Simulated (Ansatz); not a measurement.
# TiRe: two-dimensional strain map

Level of theory: Ansatz, DFT r2SCAN, scalar-relativistic, plane waves, PAW. The runs took a 500 eV cutoff, a Γ-centred 16×16×16 mesh and Gaussian smearing (0.15 eV). Spin–orbit coupling is left out, which can shift energies with elements as heavy as these. No spin polarisation. Energies are free energies at this smearing, counted from the undisturbed cell; pressure is positive in compression.

The undisturbed cell (as given, not relaxed at this level; it stands at -3.2 GPa, and it needn't be the usual structure):

```xyz
2
Lattice="3.1180 0.0000 0.0000 0.0000 3.1180 0.0000 0.0000 0.0000 3.1180" Properties=species:S:1:pos:R:3 pbc="T T T"
Ti    1.5590    1.5590    1.5590
Re    0.0000    0.0000    0.0000
```

The cell is strained by p along both x and y and by q along z, fractional coordinates fixed. Points are written (p, q).

Energy above the undisturbed cell in meV/atom (a dash: not computed):

```
 p \ q  -0.030  -0.015  0.000  0.015  0.030
-0.030    68.6    44.5   29.3   22.4   23.0
-0.015    24.7       –    2.2      –   11.0
 0.000     6.7    -0.8    0.0      –   22.9
 0.030    36.7       –   58.7      –  107.5
```

Pressure in GPa:

| p \ q | -0.030 | -0.015 | 0.000 | 0.015 | 0.030 |
| --- | --- | --- | --- | --- | --- |
| -0.030 | 21.7 | 16.9 | 12.6 | 8.5 | 4.8 |
| -0.015 | 12.4 | – | 4.1 | – | -2.8 |
| 0.000 | 4.3 | 0.3 | -3.2 | – | -9.4 |
| 0.030 | -8.8 | – | -15.0 | – | -19.9 |